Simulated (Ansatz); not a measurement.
Here is the system:

ZrSe2:
```cif
data_Se4Zr2
_chemical_formula_sum 'Zr2 Se4'
_space_group_name_H-M_alt 'P 1'
_space_group_IT_number 1
_cell_length_a 6.06970
_cell_length_b 6.73138
_cell_length_c 3.81817
_cell_angle_alpha 90.000
_cell_angle_beta 90.000
_cell_angle_gamma 90.000
loop_
_space_group_symop_operation_xyz
  'x, y, z'
loop_
_atom_site_label
_atom_site_type_symbol
_atom_site_fract_x
_atom_site_fract_y
_atom_site_fract_z
_atom_site_occupancy
Zr1 Zr 0.00000 0.00000 0.00000 1
Zr2 Zr 0.50000 0.50000 0.50000 1
Se1 Se 0.25054 0.34120 0.00000 1
Se2 Se 0.75054 0.15880 0.50000 1
Se3 Se 0.24946 0.84120 0.50000 1
Se4 Se 0.74946 0.65880 0.00000 1
```

This is the PBE-relaxed structure.

### Question
All from plane-wave PAW PBE (Ansatz code), unless another level is named. Predict the electronic character.

### Answer
no gap, with almost no states at the Fermi level (zero-gap or semimetallic).

### Question
What about the formation energy from the elements (no fitted shifts)?

### Answer
-1.22 eV/atom.

Space group Pnnm. A made-up cell: these elements were put on the sites of a structure type; neither database checked (COD, Materials Project) lists it. COD files the formula under space group No. 164, so this cell is another polymorph or a model. Whether it is the stable phase at ambient conditions was not checked. Symmetry was held in the PBE relaxation; its stability against distortions is not shown here. No spin polarisation was allowed. The references are the lowest solids computed at this level, not always the standard phases. Spin–orbit coupling is left out wherever it is not named.

Potentials: the later of the program's two PAW sets.
